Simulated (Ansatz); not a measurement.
Here is the system:

PW:
```
PW
1.0
    2.98590     0.00000     0.00000
    0.00000     2.98590     0.00000
    0.00000     0.00000     2.98590
W P
1 1
Direct
  0.00000   0.00000   0.00000
  0.50000   0.50000   0.50000
```

This is the PBEsol-relaxed structure.

Problem. All from DFT-PBEsol in the program Ansatz with PAW potentials, unless another level is named. Estimate the highest zone-centre frequency.

Solution. 218 cm^-1.

Problem. What about the Young's modulus?

Solution. 402 GPa.

Space group Pm-3m (CsCl type). The cell is a constructed one: a structure type filled with these elements; neither database checked (COD, Materials Project) lists it. COD files the formula under space group No. 62. Whether it is the stable phase at ambient conditions was not checked. The PBEsol relaxation kept the symmetry of its start; whether a distortion lowers the energy is not shown. No spin polarisation was allowed. As this level gives no gap, phonon frequencies hold no LO–TO term and depend on the k-mesh and smearing (Fermi–Dirac, 0.1 eV here). Scalar-relativistic: spin–orbit coupling is off unless named, which matters more the heavier the elements.

Potentials: the earlier of the program's two PAW sets. The files were generated under PBE; for other functionals the program regenerates the frozen cores, and for LDA and PBEsol the local potential too.
